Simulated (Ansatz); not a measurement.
Li₂MgNb₄O₁₂:
Space group P1 (No. 1); a = 5.165 Å, b = 5.522 Å, c = 8.967 Å, α = 105.88°, β = 90.12°, γ = 117.72°

```json
[
 {"atom": "Li", "site": "1a", "symmetry": "1", "x": "0.3274", "y": "0.6556", "z": "0.1145"},
 {"atom": "Li", "site": "1a", "symmetry": "1", "x": "0.0797", "y": "0.1660", "z": "0.3627"},
 {"atom": "Mg", "site": "1a", "symmetry": "1", "x": "0.8169", "y": "0.6362", "z": "0.6015"},
 {"atom": "Nb", "site": "1a", "symmetry": "1", "x": "0.2537", "y": "0.5078", "z": "0.7622"},
 {"atom": "Nb", "site": "1a", "symmetry": "1", "x": "0.7500", "y": "0.4995", "z": "0.2401"},
 {"atom": "Nb", "site": "1a", "symmetry": "1", "x": "0.4930", "y": "0.0003", "z": "0.5032"},
 {"atom": "Nb", "site": "1a", "symmetry": "1", "x": "0.0022", "y": "0.9972", "z": "0.9983"},
 {"atom": "O", "site": "1a", "symmetry": "1", "x": "0.8524", "y": "0.3222", "z": "0.6809"},
 {"atom": "O", "site": "1a", "symmetry": "1", "x": "0.3356", "y": "0.3064", "z": "0.1918"},
 {"atom": "O", "site": "1a", "symmetry": "1", "x": "0.3667", "y": "0.3225", "z": "0.5746"},
 {"atom": "O", "site": "1a", "symmetry": "1", "x": "0.8594", "y": "0.3046", "z": "0.0778"},
 {"atom": "O", "site": "1a", "symmetry": "1", "x": "0.2198", "y": "0.7986", "z": "0.9486"},
 {"atom": "O", "site": "1a", "symmetry": "1", "x": "0.7271", "y": "0.8147", "z": "0.4515"},
 {"atom": "O", "site": "1a", "symmetry": "1", "x": "0.2553", "y": "0.3012", "z": "0.8903"},
 {"atom": "O", "site": "1a", "symmetry": "1", "x": "0.7785", "y": "0.3236", "z": "0.3910"},
 {"atom": "O", "site": "1a", "symmetry": "1", "x": "0.2632", "y": "0.8041", "z": "0.6333"},
 {"atom": "O", "site": "1a", "symmetry": "1", "x": "0.7785", "y": "0.8105", "z": "0.1403"},
 {"atom": "O", "site": "1a", "symmetry": "1", "x": "0.7179", "y": "0.7934", "z": "0.8138"},
 {"atom": "O", "site": "1a", "symmetry": "1", "x": "0.2132", "y": "0.8167", "z": "0.3205"}
]
```

Relaxed with r²SCAN.

Task: Tabulate the valence density and the electron localisation function along the shortest Nb–O contact (1.82 Å), r²SCAN (plane waves, PAW; program Ansatz).

Result: 

| distance from Nb (Å) | density (e/Å³) | ELF |
|---|---|---|
| 0.18 | 4.75 | 0.25 |
| 0.27 | 5.09 | 0.44 |
| 0.36 | 5.08 | 0.61 |
| 0.45 | 4.64 | 0.70 |
| 0.55 | 3.87 | 0.71 |
| 0.64 | 2.98 | 0.66 |
| 0.73 | 2.20 | 0.52 |
| 0.82 | 1.64 | 0.37 |
| 0.91 | 1.36 | 0.30 |
| 1.00 | 1.34 | 0.38 |
| 1.09 | 1.56 | 0.57 |
| 1.18 | 2.06 | 0.73 |
| 1.27 | 2.87 | 0.78 |
| 1.36 | 3.96 | 0.76 |
| 1.46 | 5.18 | 0.68 |
| 1.55 | 6.28 | 0.54 |
| 1.64 | 7.09 | 0.38 |

The density is the valence pseudo-density with augmentation charge, so density and ELF within about 1 Å of a nucleus are not all-electron values.

The start of the workflow was typed in or built on a structure type; neither database checked (COD, Materials Project) lists it. Whether it is the stable phase at ambient conditions was not checked. The cell was relaxed with r²SCAN under the symmetry of its start; whether a distortion lowers the energy is not shown. No spin polarisation was allowed.

Potentials: the later of the program's two PAW sets.
